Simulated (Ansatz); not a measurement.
A crystal relaxed with r2SCAN in the PAW code Ansatz has space group P3m1 (No. 156) and a = 4.017 Å, c = 9.861 Å.

| atom | site | x | y | z |
| --- | --- | --- | --- | --- |
| P | 1a | 0.0000 | 0.0000 | 0.0094 |
| P | 1b | 0.3333 | 0.6667 | 0.3235 |
| Xx | 1c | 0.6667 | 0.3333 | 0.6652 |
| Ga | 1b | 0.3333 | 0.6667 | 0.0832 |
| Ga | 1c | 0.6667 | 0.3333 | 0.3975 |
| Ga | 1a | 0.0000 | 0.0000 | 0.7712 |

The r2SCAN gap is direct at Γ: 0.14 eV. The HSE06 gap is direct at Γ: 0.50 eV. With PBE the bands overlap by 0.02 eV (counted from 1, band 32 peaks at Γ and band 33 bottoms out at Γ–A (0.30 of the way from Γ)): no gap. Meshes: r2SCAN 12×12×4, HSE06 6×6×2, PBE 12×12×4.

**Question.** Which element is Xx?
A. Nb
B. V
C. Sb
D. As

**Answer.** C. Xx is Sb: Ga₃SbP₂, ordered on the zincblende lattice (P3m1) with 6 atoms a cell. P is surrounded by 4 Ga at 2.35–2.43 Å; P is surrounded by 4 Ga at 2.37–2.43 Å; Sb is surrounded by 4 Ga at 2.54–2.64 Å; Ga is surrounded by 4 P at 2.37–2.43 Å; Ga is surrounded by 3 P at 2.43 Å and 1 Sb at 2.64 Å; Ga is surrounded by 1 P at 2.35 Å and 3 Sb at 2.54 Å.

Simulation only: spin-unpolarised, and no claim that this is the phase found in nature.

Spin-orbit coupling is left out, which matters wherever the heavy atoms make up the band edges.

Gaps or overlaps of about a tenth of an eV are at the limit of these meshes: between the points read a gap can be smaller or closed.

The meshes of the hybrids are coarse, so their gaps aren't converged to the digits shown.
